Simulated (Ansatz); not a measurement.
Relaxed-ion elastic tensor of Ga₂O₃ (corundum, R-3c) in GPa (Voigt order), the program Ansatz at the r²SCAN level (PAW); density 6.46 g/cm³, 9.64 Å³ per atom.

```csv
,1,2,3,4,5,6
1,412,186,137,19.1,0.0,0.0
2,186,412,137,-19.1,0.0,0.0
3,137,137,376,0.0,0.0,0.0
4,19.1,-19.1,0.0,87.9,0.0,0.0
5,0.0,0.0,0.0,0.0,87.9,19.1
6,0.0,0.0,0.0,0.0,19.1,113
```

**Question.** Is the crystal mechanically stable?

**Answer.** Yes: the smallest eigenvalue of C is 77.5 GPa.

**Question.** Work out the Voigt, Reuss and Hill averages.

**Answer.** K_V = 236, K_R = 234, K_H = 235; G_V = 107, G_R = 101, G_H = 104 GPa.

**Question.** Give Young's modulus, Poisson's ratio, Pugh's ratio and the universal anisotropy index.

**Answer.** E = 9KG/(3K + G) = 272 GPa; ν = 0.31; K/G = 2.26 (ductile by the Pugh limit of 1.75); A_U = 5G_V/G_R + K_V/K_R − 6 = 0.31.

**Question.** Estimate the sound speeds and the Debye temperature.

**Answer.** v_l = √((K + 4G/3)/ρ) = 7600 m/s, v_t = √(G/ρ) = 4010 m/s, mean 4490 m/s; Θ = (h/k)(3n/4πV)^(1/3) v_m = 627 K.

**Question.** How much does each axis shrink under pressure?

**Answer.** Linear compressibilities β_i = Σ_j S_ij (j = 1 to 3): x 1.3, y 1.3, z 1.7 per TPa.

The cell was relaxed with r²SCAN under the symmetry of its start; of distortions, only those at the zone centre were tested.

Potentials: the earlier of the program's two PAW sets.
